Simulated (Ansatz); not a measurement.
An elastic tensor (GPa, Voigt order, standard axes) from r²SCAN in the plane-wave PAW code Ansatz:

```
 117  50.0  50.0   0.0   0.0   0.0
50.0   117  50.0   0.0   0.0   0.0
50.0  50.0   117   0.0   0.0   0.0
 0.0   0.0   0.0  60.4   0.0   0.0
 0.0   0.0   0.0   0.0  60.4   0.0
 0.0   0.0   0.0   0.0   0.0  60.4
```

### Question
Pick the material that matches.
A) LiCl, zinc blende
B) GaAs, zinc blende
C) BeS, zinc blende
D) NbAs, CsCl type

### Answer
B, GaAs, zinc blende

Space group F-43m (zinc blende). Symmetry was held in the r²SCAN relaxation.

Potentials: the later of the program's two PAW sets.
